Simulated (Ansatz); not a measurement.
MnSi — field gradients at the nuclei

The cell is an entry of the Crystallography Open Database (COD) whose atoms were relaxed with PBE, the cell held.

```
Mn Si
1.0
     4.55613    0.00000    0.00000
     0.00000    4.55613    0.00000
     0.00000    0.00000    4.55613
Mn Si
4 4
Cartesian
  0.6179 0.6179 0.6179
  1.6601 3.9382 2.8960
  2.8960 1.6601 3.9382
  3.9382 2.8960 1.6601
  3.8494 3.8494 3.8494
  2.9848 0.7067 1.5713
  1.5713 2.9848 0.7067
  0.7067 1.5713 2.9848
```

Sites (sets of like atoms) are named by element and the number of their first atom in this list.

All values are calculated (Ansatz; DFT, PBE, plane waves and PAW, scalar-relativistic, collinear spin, 420 eV cutoff, Γ-centred 7×7×7 k-points, Fermi–Dirac smearing 0.05 eV), not measured. Start moments as typed (μB): 3 -3 3 -3 0 0 0 0 by atom.

V_zz is the principal component of the electric field gradient with the largest magnitude, η = (V_xx − V_yy)/V_zz and C_Q = eQV_zz/h. ν_Q = 3|C_Q|/[2I(2I − 1)].

⁵⁵Mn: I = 5/2, Q = 330.0 mb. Q values from Pyykkö, Mol. Phys. 116, 1328 (2018).

```
site  atoms (order as listed)                          first shell  C_Q (MHz)     η  ν_Q (MHz)
  Mn               1, 2, 3, 4  7 Si at 2.29–2.55 Å, 6 Mn at 2.79 Å       3.18  0.00      0.477
```

An axis of threefold or higher order runs through Mn, so V_zz lies along it and η is zero.

Si has no stable isotope with a ground-state quadrupole moment in the table, so these sites are left out.

At this cell the principal stresses reach 5 GPa in size with PBE, which can matter for small gradients. The run finds no gap above 0.1 eV (a metal, or nearly one), so the gradients can move by 10 % or more with the k-mesh. The run lost most of its start moments on Mn; a state with other moments may lie lower. The magnetic order is the one that the run reached from its start moments, not necessarily the measured one.

Hardware: 1 thread of Arm Neoverse V2 (aarch64; 32 cores open to the job, memory cap 3.0 GiB, no GPU), a shared host with a load of 0.7 a core. Wall time 6 min, CPU time 6 min, peak memory 0.94 GiB.
